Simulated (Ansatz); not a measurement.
Static calculation, Cs2LiGdCl6

System: Cs$_{2}$LiGdCl$_{6}$, a cell derived from the structure in space group 225 by a strain and random displacements, 10 atoms in the cell.

Ansatz input (lattice in Å, positions in fractions of it; a bare `kind: paw` takes the build's default datasets)
```yaml
crystal:
  lattice:
    - [0.01428, 5.441444, 5.345234]
    - [5.439418, 0.032435, 5.327079]
    - [5.430323, 5.414194, 0.04153]
  atoms:
    - { symbol: Cs, position: [0.443987, 0.671964, 0.43474] }
    - { symbol: Cs, position: [0.936774, 0.168019, 0.933118] }
    - { symbol: Li, position: [0.193201, 0.425716, 0.169841] }
    - { symbol: Gd, position: [0.706305, 0.92335, 0.676979], spin: 7.0 }
    - { symbol: Cl, position: [0.438589, 0.179878, 0.935719] }
    - { symbol: Cl, position: [0.948301, 0.167021, 0.441034] }
    - { symbol: Cl, position: [0.932931, 0.675878, 0.437705] }
    - { symbol: Cl, position: [0.939391, 0.676765, 0.937576] }
    - { symbol: Cl, position: [0.447696, 0.167668, 0.43171] }
    - { symbol: Cl, position: [0.446026, 0.676784, 0.921001] }
kpoints:
  mp_grid: { grid: [2, 2, 2] }
hamiltonian:
  xc: r2scan
  pseudopotentials: { kind: paw }
scf:
  occupations: { method: fermi_dirac, width: 0.15 }
output:
  forces: true
  stress: true
magnetization:
  spin_polarized: true
basis:
  ecutwfc: 375
```

Computed with r²SCAN, plane waves, PAW datasets (generated soft set 1) in Ansatz.

What the run gave

* Pressure: -10.3 kbar
* Largest force: 0.895 eV/Å on Gd4
* Smearing term TS: 0.0 meV/atom
* Net moment: 7.00 μB
* Valence electrons: 81
* Irreducible k-points: 8
* CPU time: roughly 40 core-seconds on a shared host

| atom | Fx (eV/Å) | Fy (eV/Å) | Fz (eV/Å) | moment (μB) |
| --- | --- | --- | --- | --- |
| Cs1 | 0.000 | -0.006 | 0.012 | 0.00 |
| Cs2 | 0.017 | 0.027 | 0.065 | 0.00 |
| Li3 | -0.052 | 0.069 | 0.068 | 0.00 |
| Gd4 | 0.405 | -0.378 | -0.704 | 6.93 |
| Cl5 | -0.360 | -0.011 | -0.016 | -0.01 |
| Cl6 | -0.009 | -0.063 | 0.482 | -0.01 |
| Cl7 | -0.141 | 0.079 | 0.098 | -0.01 |
| Cl8 | -0.033 | 0.039 | -0.042 | -0.01 |
| Cl9 | 0.074 | 0.162 | 0.102 | -0.01 |
| Cl10 | 0.100 | 0.082 | -0.066 | 0.00 |
Site moments are counted near each atom and needn't add up to the net moment.

Stress tensor in GPa, compression positive:
```
-1.46 -0.02 -0.07
-0.02 -1.31 -0.20
-0.07 -0.20 -0.33
```

The stress includes the program's correction for the finite plane-wave basis.

The cutoff lies below the one recommended for these datasets. With an open f shell the self-consistent state may not be the lowest one.
